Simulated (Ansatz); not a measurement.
According to plane-wave PAW r²SCAN (Ansatz code), Te in the diamond structure (Fd-3m) relaxes to a = 7.143 Å. Te has 4 nearest neighbours from 3.09 Å (tetrahedral).

Electronic character: metallic (no gap). Gap from r²SCAN with spin–orbit coupling: none (metallic).

The bulk modulus is 288 kbar.

The start of the workflow was typed in or built on a structure type; neither database checked (COD, Materials Project) lists it. It is not the phase usual at ambient conditions (space group No. 152). The r²SCAN relaxation kept the symmetry of its start; whether a distortion lowers the energy is not shown. Scalar-relativistic: spin–orbit coupling is off unless named, which matters more the heavier the elements.

Potentials: the earlier of the program's two PAW sets.
